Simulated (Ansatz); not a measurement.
**Rb3ScCl6: levels and charges under dearer methods**

A database entry relaxed whole under r2SCAN at zero pressure (Fm-3m, No. 225):

```
CELL_PARAMETERS angstrom
0.00000 5.53779 5.53779
5.53779 0.00000 5.53779
5.53779 5.53779 0.00000
ATOMIC_POSITIONS crystal
Rb 0.25000 0.25000 0.25000
Rb 0.75000 0.75000 0.75000
Rb 0.50000 0.50000 0.50000
Sc 0.00000 0.00000 0.00000
Cl 0.22397 0.77603 0.77603
Cl 0.77603 0.22397 0.77603
Cl 0.77603 0.22397 0.22397
Cl 0.22397 0.77603 0.22397
Cl 0.77603 0.77603 0.22397
Cl 0.22397 0.22397 0.77603
```

Its volume is 33.97 Å³ an atom, +11.3 % against the entry's 30.52, a measured cell (2019, 293 K).

Single points on this cell with plane-wave PAW DFT (Ansatz 0.2.0; r2SCAN 500 eV, hybrids 420 eV; fermi-dirac occupations of width 0.020 eV; no moments): r2SCAN on a 6×6×6 Γ-centred mesh; HSE06 on a 4×4×4 Γ-centred mesh; PBE0 on a 4×4×4 Γ-centred mesh.

What does each level give for gap and charges?

The runs give:

| level | gap (eV), or kind | pressure (GPa) | Bader charge of Rb (e) | Bader charge of Sc (e) | Bader charge of Cl (e) |
| --- | --- | --- | --- | --- | --- |
| r2SCAN | 4.59 | 0.0 | +0.90 | +2.03 | -0.79 |
| HSE06 | 5.73 | 0.3 | +0.90 | +2.07 | -0.79 |
| PBE0 | 6.50 | 0.2 | +0.90 | +2.08 | -0.79 |

Under r2SCAN the gap is 4.59 eV, over mesh and band path. HSE06 moves it by +1.14 eV and PBE0 by +1.90 eV; PBE0 keeps its exact exchange at long range, which widens the gap over HSE06's by 0.77 eV on their common mesh. The charge on Sc goes from +2.03 to +2.07 e under HSE06.

Caveats: the relaxation kept the start's symmetry; HSE06 is read on its mesh and at the zone's corners, PBE0 on its mesh alone; the relaxed cell lies far from the entry, by an error of the functional or of the entry; hybrid pressures are good to a few tenths of a GPa; pressure is positive in compression.
